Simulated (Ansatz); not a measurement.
## Calculated ¹⁷O NMR of the central transition for V2Pb3O8

Cell: a Materials Project structure (computed, not necessarily an observed phase).

```cif
data_V2Pb3O8
_symmetry_space_group_name_H-M 'R-3m:H'
_symmetry_Int_Tables_number 166
_cell_length_a 5.8132
_cell_length_b 5.8132
_cell_length_c 20.2759
_cell_angle_alpha 90.000
_cell_angle_beta 90.000
_cell_angle_gamma 120.000
loop_
_atom_site_label
_atom_site_type_symbol
_atom_site_symmetry_multiplicity
_atom_site_Wyckoff_symbol
_atom_site_fract_x
_atom_site_fract_y
_atom_site_fract_z
V V 6 c 0.0000 0.0000 0.5955
Pb3 Pb 6 c 0.0000 0.0000 0.7991
Pb5 Pb 3 a 0.0000 0.0000 0.0000
O6 O 6 c 0.0000 0.0000 0.6804
O8 O 18 h 0.1647 0.8353 0.5672
```

One atom of each set is listed; the run and its k-mesh use a cell of 13 atoms with edges of 7.55, 7.55, 7.55 Å.

The numbers come from a DFT calculation in Ansatz (PBE, plane waves and PAW, scalar-relativistic, 420 eV cutoff, Γ-centred 4×4×4 k-points, Fermi–Dirac smearing 0.02 eV).

¹⁷O has I = 5/2 and Q = -25.58 mb (Pyykkö 2018); at 23.5 T its Larmor frequency is ν₀ = 135.7 MHz. Only the quadrupole interaction is simulated: positions count from each site's isotropic chemical shift, and J coupling is left out, as are shift anisotropy and dipolar coupling, which fast spinning averages.

Q: What does the ¹⁷O spectrum (fast magic-angle spinning) show for each site?

A: 

```tsv
site	first shell	C_Q (MHz)	η	P_Q (MHz)	δ_QIS (ppm)	breadth (kHz)
O6	1 V at 1.72 Å; also 1 Pb at 2.41 Å	-1.79	0.00	1.79	-1.04	0.303
O8	1 V at 1.75 Å; also 4 Pb at 2.64–2.98 Å	0.917	0.65	0.979	-0.312	0.0979
```

δ_QIS = −(ν_Q²/30ν₀²)[I(I+1) − 3/4](1 + η²/3) × 10⁶ ppm with ν_Q = 3|C_Q|/[2I(2I−1)]; it falls as 1/B₀² in ppm, and the breadth as 1/B₀ in kHz.

An axis of threefold or higher order runs through O6, so V_zz lies along it and η is zero.

The largest force is 0.9 eV/Å, so the atoms aren't at the calculated equilibrium and relaxing them would move these values.

Hardware: 1 thread of Arm Neoverse V2 (aarch64; 8 cores open to the job, memory cap 2.5 GiB, no GPU), a shared host with a load of 0.3 a core. Wall time 14 s, CPU time 14 s, peak memory 0.65 GiB.
